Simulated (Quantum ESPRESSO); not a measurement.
# Where does Y sit best among In sites?

These are calculations, not measurements. They come from pw.x of Quantum ESPRESSO 7.5, a plane-wave density functional program, with PseudoDojo standard norm-conserving files (v0.5 for PBE, v0.4.1 for LDA and PBEsol). The cells are made up: elements, strain and atom displacements were drawn at random, and nothing was relaxed. There is no spin polarisation, spin-orbit coupling or dispersion term.

The cell has 10 sites of a corundum lattice. Sites 1 to 4 hold X X X X; sites 5 to 10 hold O O O O O F. Cell vectors in Å: (2.837, 1.638, 5.002); (-2.837, 1.638, 5.002); (0.000, -3.275, 5.002). Settings: PBE, cutoff 1143 eV, 7 x 7 x 7 k mesh shifted by half a step, Fermi-Dirac smearing of 0.1 eV.

In each run one of the sites marked X holds Y and the others hold In; cell and positions stay the same. E is the free energy of the cell.

```
site of the guest  first shell  mean distance (Å)  E above the lowest (eV)  P (GPa)  force on the guest (eV/Å)
                1          FO5              2.261                    0.000     5.77                      1.046
                2          FO5              2.250                    0.028     5.96                      1.092
                3          FO5              2.266                    0.015     5.58                      2.512
                4          FO5              2.246                    0.056     5.85                      2.014
```

A rerun of one of these cells at 1437 eV and k mesh 9 x 9 x 9 moved values by no more than 0.003 eV in the cell's energy, 0.03 GPa in stress and 0.002 eV/Å in force.

## Reading the table

Site 1 is lowest, by 0.015 eV, over three times the rerun's bound. A straight line of energy against the mean distance has a slope of -2.1 ± 1.0 eV/Å, so these few sites cannot settle whether the distance sets the order. The positions are random and not relaxed, so the differences hold for this frozen cell and are not site preferences of a real crystal.